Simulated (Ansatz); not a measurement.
OsC (rock salt), relaxed with PBE (Ansatz, an electronic-structure program, plane waves, PAW): a = b = c = 4.352 Å, α = β = γ = 90.00°.

- ΔH_f (eV/atom) = 1.38
- B₀ by P(V) fit (GPa) = 352

### Question
The same phase is relaxed and computed with PBEsol in the same code. What are the cell and these values now?

### Answer
a = 4.3136 Å, b = 4.3136 Å, c = 4.3136 Å, α = 90.00°, β = 90.00°, γ = 90.00°.

- ΔH_f (eV/atom): 1.33
- B₀ by P(V) fit (GPa): 382

Typed or built starts, not in the databases checked: OsC, rock salt. Unstable at this level: OsC, rock salt with PBEsol. All cells were relaxed under the symmetry of their starts (and spin orders); stability against distortions was not tested throughout. Rows with no word on spin ran without spin polarisation. Scalar-relativistic: spin–orbit coupling is off unless named, which matters more the heavier the elements.

Potentials: the later of the program's two PAW sets.

Ansatz is a plane-wave DFT program.

Formation energies count from the lowest solids of the elements computed at the same level, not from gases.
